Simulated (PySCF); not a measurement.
PySCF single point, PBE/def2-TZVP, density fitting, IEF-PCM implicit ethanol (electrostatics alone), on hexafluoroantimonate, SbF6 (SMILES [F][Sb-]([F])([F])([F])([F])[F]), charge -1, multiplicity 1.

```python
from pyscf import gto, scf, dft
mol = gto.M(atom='''
F     -1.336388    -0.315262     1.339213
Sb     0.000039    -0.000072    -0.000070
F      0.173367    -1.890936    -0.272658
F      1.365956    -0.068787     1.344914
F     -1.365956     0.068699    -1.344914
F      1.335860     0.314499    -1.340303
F     -0.172303     1.890936     0.271323
''', basis='def2-TZVP', ecp={'Sb': 'def2-TZVP'}, charge=-1, spin=0, verbose=3)
mf = dft.RKS(mol, xc='PBE')
mf = mf.density_fit()
mf = mf.PCM()
mf.with_solvent.method = 'IEF-PCM'
mf.with_solvent.eps = 24.3
mf.max_cycle = 100
e = mf.kernel()
print('converged', mf.converged)
print('E_total', e)
print('nao', mol.nao)
print('HOMO', mf.mo_energy[mf.mo_occ > 0].max())
mf.dip_moment()
```

The program's output:

```

WARN: PCM is an experimental feature. It is still in testing.
Features and APIs may be changed in the future.

converged SCF energy = -839.371218826844
converged True
E_total -839.3712188268443
nao 236
HOMO -0.3131651085608961

WARN: System has nonzero charge -1; the dipole moment is origin-dependent.
Location of origin: [0. 0. 0.]

Dipole moment(X, Y, Z, Debye): -0.00143,  0.00178,  0.00615
```

The total energy is -22840.45 eV, -2.14 eV from the same level's vacuum run.
